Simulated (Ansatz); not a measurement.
**Ti$_{6}$O: pressure against volume**

Ti$_{6}$O, P-31c, a = 5.103 Å, c = 9.447 Å. The structure is a COD entry; whether it is the stable form wasn't checked. Ansatz: r2SCAN, PAW, 500 eV, Γ-centred 12×12×4 mesh on 14 atoms, Gaussian smearing 0.10 eV; no spin polarisation. Shape and atoms are relaxed at each volume; pressure is positive in compression.

| V (Å³/atom) | P (GPa) |
| --- | --- |
| 13.394 | ? |
| 13.850 | 15.81 |
| 14.307 | 9.78 |
| 14.763 | 4.54 |
| 15.220 | -0.01 |
| 15.677 | -3.94 |
| 16.133 | -7.34 |
| 16.742 | -11.15 |

Take V0 = 15.220 Å³/atom, count pressures from its P0 = -0.01 GPa, fit the third-order Birch–Murnaghan form to the other rows, and predict the missing pressure.

With the Eulerian strain f = ½[(V0/V)^(2/3) − 1] and y = (P − P0)/[3f(1 + 2f)^(5/2)], the form is the line y = B0 + 1.5 B0 (B0′ − 4) f. Rows (f, y): 0.03245, 138.9; 0.02105, 139.8; 0.01027, 140.4; -0.00976, 141.0; -0.01905, 141.3; -0.03078, 141.4. Means f = 0.0006967, y = 140.47; Σ(Δf)² = 0.003004, ΣΔfΔy = -0.1154; the slope is their ratio. y = 140.5 − 38.40 f GPa, so B0 = 140.5 GPa and B0′ = 4 + 2 × (-38.40)/(3 × 140.5) = 3.82. At V = 13.394, f = 0.04447, y = 138.79 and P = 22.90 GPa. The run gave 22.76 GPa, so the fit is 0.14 GPa too high, a small miss on the scale of the series.

Spin polarisation was left out, and a magnetic state may lie lower.

Cost: 8 runs of about 110 core-minutes in all, on Intel Xeon Platinum 8488C (Sapphire Rapids) (shared hosts).